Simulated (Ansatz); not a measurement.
Here is the system:

ZnCdTeSe:
```
CELL_PARAMETERS angstrom
      3.64356     2.10342     0.00000
     -3.64356     2.10342     0.00000
      0.00000     0.00000     7.04469
ATOMIC_POSITIONS crystal
  Zn 0.66672 0.33328 0.01525
  Cd 0.33329 0.66671 0.47624
  Te 0.66661 0.33339 0.64713
  Se 0.33338 0.66662 0.10939
```

This is the LDA-relaxed structure.

All from LDA in the plane-wave PAW code Ansatz, unless another level is named. Predict the electronic character.

no gap, with almost no states at the Fermi level (zero-gap or semimetallic).

Predict the formation energy from the elements (no fitted shifts).

-0.41 eV/atom.

Space group P3m1. The workflow started from a Materials Project entry (that database holds measured and hypothetical structures alike); the Crystallography Open Database copy checked does not list it. Whether it is the stable phase at ambient conditions was not checked. The cell was relaxed with LDA under the symmetry of its start; its stability against distortions is not shown here. The references are the lowest solids computed at this level, not always the standard phases. Spin–orbit coupling is left out wherever it is not named.

Potentials: the later of the program's two PAW sets.
